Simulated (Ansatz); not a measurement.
An elastic tensor (GPa, Voigt order, standard axes) from DFT-PBEsol in the program Ansatz with PAW potentials:

```
 576   109   109   0.0   0.0   0.0
 109   576   109   0.0   0.0   0.0
 109   109   576   0.0   0.0   0.0
 0.0   0.0   0.0  69.8   0.0   0.0
 0.0   0.0   0.0   0.0  69.8   0.0
 0.0   0.0   0.0   0.0   0.0  69.8
```

### Question
Which of these materials gives this?
A. HfO2, fluorite
B. LiCl, rock salt
C. SnSb, rock salt

### Answer
A, HfO2, fluorite

Space group Fm-3m (fluorite). This is a known high-temperature phase of the composition, computed here at zero pressure and temperature. Symmetry was held in the PBEsol relaxation; whether a distortion lowers the energy is not shown. The run is not spin-polarised. Spin–orbit coupling is left out wherever it is not named.

Potentials: the later of the program's two PAW sets.
